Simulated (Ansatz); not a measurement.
C:
```
CELL_PARAMETERS angstrom
      2.44481     0.00000     0.00000
     -1.22241     2.11727     0.00000
      0.00000     0.00000     6.67105
ATOMIC_POSITIONS crystal
  C  0.00000 0.00000 0.25000
  C  0.00000 0.00000 0.75000
  C  0.33333 0.66667 0.25000
  C  0.66667 0.33333 0.75000
```

Relaxed with LDA. Special points in fractions of this cell's reciprocal vectors: Γ (0.000, 0.000, 0.000); M (0.500, 0.000, 0.000); K (0.333, 0.333, 0.000); A (0.000, 0.000, 0.500); L (0.500, 0.000, 0.500); H (0.333, 0.333, 0.500).

List the band energies nearest the Fermi level at these points for plane-wave PAW LDA (Ansatz code).

In eV from the Fermi level; about four levels below and three above (degenerate sets whole), none deeper than 8.9 eV; … stands for higher levels left out; points with the same levels are listed once.

```tsv
k	below	above
Γ	-3.03 -3.03 -3.01 -3.01	3.82 8.43 8.43
M	-6.51 -6.45 -2.88 -2.16	1.42 2.16 7.49
K	-0.71 -0.07 -0.07	0.71 10.83 10.83
A	-3.02 -3.02 -3.02 -3.02	6.52 6.52 …
L	-6.48 -6.48 -2.44 -2.44	1.56 1.56 7.70 7.70
H	-0.05 -0.05 -0.03 -0.03	9.83 9.83 …
```

Space group P6_3/mmc (graphite). The LDA relaxation kept the symmetry of its start. A crystal of weakly bound layers computed without a dispersion correction: the cell and the soft elastic constants depend strongly on that. The Fermi level of a semimetal is unsure by some 0.05 eV on such meshes.

Potentials: the later of the program's two PAW sets.
